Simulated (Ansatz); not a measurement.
Relaxed-ion elastic tensor of Cd₅TeS₄ in space group I-4m2 (No. 119; Pearson symbol tI20) in GPa (Voigt order), LDA (plane waves, PAW; program Ansatz); density 5.33 g/cm³, 25.48 Å³ per atom.

```
      1     2     3     4     5     6
-  ----  ----  ----  ----  ----  ----
1  94.3  40.0  55.6   0.0   0.0   0.0
2  40.0  94.3  55.6   0.0   0.0   0.0
3  55.6  55.6  72.9   0.0   0.0   0.0
4   0.0   0.0   0.0  23.9   0.0   0.0
5   0.0   0.0   0.0   0.0  23.9   0.0
6   0.0   0.0   0.0   0.0   0.0  10.5
```

**Question.** Is the crystal mechanically stable?

**Answer.** Yes: the smallest eigenvalue of C is 10.5 GPa.

**Question.** Work out the Voigt, Reuss and Hill averages.

**Answer.** K_V = 62.6, K_R = 62.5, K_H = 62.6; G_V = 19.0, G_R = 15.6, G_H = 17.3 GPa.

**Question.** Give Young's modulus, Poisson's ratio, Pugh's ratio and the universal anisotropy index.

**Answer.** E = 9KG/(3K + G) = 47.6 GPa; ν = 0.37; K/G = 3.61 (ductile by the Pugh limit of 1.75); A_U = 5G_V/G_R + K_V/K_R − 6 = 1.09.

**Question.** Estimate the sound speeds and the Debye temperature.

**Answer.** v_l = √((K + 4G/3)/ρ) = 4010 m/s, v_t = √(G/ρ) = 1800 m/s, mean 2030 m/s; Θ = (h/k)(3n/4πV)^(1/3) v_m = 206 K.

**Question.** How much does each axis shrink under pressure?

**Answer.** Linear compressibilities β_i = Σ_j S_ij (j = 1 to 3): x 4.8, y 4.8, z 6.4 per TPa.

The workflow started from a Materials Project entry (that database holds measured and hypothetical structures alike); the Crystallography Open Database copy checked does not list it. Whether it is the stable phase at ambient conditions was not checked. Symmetry was held in the LDA relaxation; its stability against distortions is not shown here. Scalar-relativistic: spin–orbit coupling is off unless named, which matters more the heavier the elements.

Potentials: the later of the program's two PAW sets.
